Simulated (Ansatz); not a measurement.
**How far is PAW off for YTe?**

```
Y Te
1.0
     0.00000    3.01702    3.04750
     3.01702    0.00000    3.04750
     3.01702    3.01702    0.00000
Y Te
1 1
Direct
  0.00000 0.00000 0.00000
  0.50000 0.50000 0.50000
```

Atoms are numbered in the order listed.

The cell is COD entry 9008769, as deposited and not checked against the literature; nothing was relaxed. The listed cell was then made from it by scaling, straining or moving an atom.

Spin polarisation is left out, and whether a magnetic state lies lower isn't shown here.

Spin–orbit coupling is left out, though it moves levels of the heavy atoms by tenths of an eV or more.

Methods: DFT, PBEsol, PAW with Ansatz's default frozen-core files, scalar-relativistic (Ansatz 0.2.0); DFT, PBEsol, all-electron PAW with datasets made for the crystal, scalar-relativistic (Ansatz 0.2.0); DFT, PBEsol, all-electron LAPW, scalar-relativistic (Ansatz 0.2.0).

For PAW: a Γ-centred 12×12×12 k mesh, Fermi–Dirac smearing of 0.05 eV, cutoff 420 eV, no spin polarisation; the PAW files were made with PBE, and the program remakes their frozen cores for this functional. The crystal-made all-electron datasets (AE datasets) take a cutoff of 240 eV at this cell. LAPW targets a basis error of 0.5 meV/atom. The Ansatz runs share mesh, smearing and spin set-up. Plane-wave (PAW) pressures include the program's estimate of the Pulay term.

Stress and pressure are positive in compression.

The change that made this cell: equal xx and yy strain of -1 %.

Spin–orbit coupling is left out, which moves gradients at and beside heavy atoms by some per cent and at worst by a factor of two.

In a metal, gradients converge slowly with the k mesh: the values move by tens of per cent from one mesh to another, at times in sign, so only the comparison on one mesh counts.

```
                             quantity    PAW  AE datasets   LAPW
                       pressure (GPa)   0.91         0.92   0.92
                      stress xx (GPa)   1.50         1.51   1.52
                      stress zz (GPa)  -0.28        -0.27  -0.27
 field gradient Vzz at Y1 (10²¹ V/m²)   0.89         0.88      –
field gradient Vzz at Te2 (10²¹ V/m²)   1.47         1.47      –
```

PAW's pressure differs from the LAPW value by about 0.01 GPa or less.
